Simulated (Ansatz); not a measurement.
Total density of states per atom from r²SCAN (plane waves, PAW; program Ansatz), in 0.25 eV bins, energy from the Fermi level:

(E (eV), states/eV/atom): (-7.85, 0.00); (-7.60, 0.00); (-7.35, 0.00); (-7.10, 0.00); (-6.85, 0.07); (-6.60, 0.29); (-6.35, 0.52); (-6.10, 0.52); (-5.85, 0.41); (-5.60, 0.45); (-5.35, 0.92); (-5.10, 0.72); (-4.85, 0.59); (-4.60, 0.52); (-4.35, 1.16); (-4.10, 1.50); (-3.85, 1.20); (-3.60, 1.05); (-3.35, 1.01); (-3.10, 0.65); (-2.85, 0.86); (-2.60, 0.99); (-2.35, 3.21); (-2.10, 3.02); (-1.85, 0.94); (-1.60, 1.10); (-1.35, 1.38); (-1.10, 0.75); (-0.85, 0.49); (-0.60, 0.38); (-0.35, 0.23); (-0.10, 0.07); (0.15, 0.08); (0.40, 0.22); (0.65, 0.34); (0.90, 0.44); (1.15, 0.65); (1.40, 0.67); (1.65, 0.61); (1.90, 0.69); (2.15, 0.52); (2.40, 0.93); (2.65, 0.71); (2.90, 0.88); (3.15, 0.30); (3.40, 0.08); (3.65, 0.14); (3.90, 0.22); (4.15, 0.28); (4.40, 0.37); (4.65, 0.47)

Problem. Which of these materials gives this?
A. SiSnGeC, R3m (C on 3a, Si on 3a, Ge on 3a, Sn on 3a)
B. SrCuSi, P6_3/mmc (Sr on 2a, Si on 2c, Cu on 2d)
C. CrCuSe2, R3m (Se on 3a, Cr on 3a, Cu on 3a, Se on 3a)
D. Mg6Cu16Si7, Fm-3m (Pearson symbol cF116)

Solution. C, CrCuSe2, R3m (Se on 3a, Cr on 3a, Cu on 3a, Se on 3a). Within 0.5 eV of the Fermi level: Se 4p 43 %, Cr 3d 30 %, Cu 3d 18 %. Projections are on Löwdin-orthogonalised atomic valence shells; empty p or d shells of many metals are not among them.

The workflow started from an entry of the Crystallography Open Database (COD). Whether it is the stable phase at ambient conditions was not checked. The r²SCAN relaxation kept the symmetry of its start; whether a distortion lowers the energy is not shown. Magnetic state: ferromagnetic, the only order run, not a proven ground state. Other orbital occupations within this spin state were not tried. No Hubbard U is applied. The compound may be a true metal, but semilocal functionals without U, or a wrong spin order, can also close a gap. Scalar-relativistic: spin–orbit coupling is off unless named, which matters more the heavier the elements.

Potentials: the later of the program's two PAW sets.
